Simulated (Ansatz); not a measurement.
Relaxed structure of CH2F2 on the (100) surface of HfN, one molecule per 40.8 Å² (the molecule's atoms stand last):

```
CELL_PARAMETERS angstrom
6.38781 0.00000 0.00000
0.00000 6.38781 0.00000
0.00000 0.00000 24.40717
ATOMIC_POSITIONS crystal
Hf 0.25000 0.25000 0.32777
Hf 0.25000 0.75000 0.32777
Hf 0.75000 0.25000 0.32777
Hf 0.75000 0.75000 0.32777
N 0.50000 0.50000 0.32777
N 0.50000 0.00000 0.32777
N 0.00000 0.50000 0.32777
N 0.00000 0.00000 0.32777
Hf 0.49923 0.50051 0.41941
Hf 0.49924 0.99953 0.41941
Hf 0.00071 0.50072 0.41959
Hf 0.00070 0.99933 0.41959
N 0.74994 0.75002 0.41691
N 0.75009 0.25002 0.41742
N 0.25004 0.75002 0.41672
N 0.24983 0.25002 0.41711
Hf 0.74891 0.75001 0.50629
Hf 0.74967 0.25006 0.50722
Hf 0.25039 0.75003 0.50789
Hf 0.25030 0.25006 0.50679
N 0.99957 0.00002 0.51598
N 0.99957 0.50006 0.51598
N 0.50025 0.00044 0.51530
N 0.50024 0.49965 0.51532
F 0.11574 0.75493 0.69344
C 0.06573 0.75308 0.63947
F 0.25563 0.74992 0.61007
H 0.98449 0.89827 0.62795
H 0.98168 0.60849 0.62883
```

Computed with DFT PBE+D3(BJ), scalar-relativistic, plane waves, PAW in Ansatz 0.2.0. Plane waves to 420 eV, a k mesh through Γ of 3×3×1 on the computed 29-atom cell and Gaussian smearing (0.10 eV); no spin polarisation. The cell repeats along c with a dipole correction in the vacuum.

The slab and the molecular layer are also computed alone at these places.

(1) How does the adsorption energy per molecule split into interaction and deformation?

(2) How much charge moves across the plane at z = 13.74 Å, midway between slab and molecule?

## Answers

(1) E_ads = -0.403 eV: interaction of the rigid parts -0.432 eV, deformation of the slab +0.019 eV, deformation of the molecule with its lateral interactions +0.011 eV.

(2) About 0.01 electrons a cell move down to the slab; half the integral of |Δρ| is 0.23 e.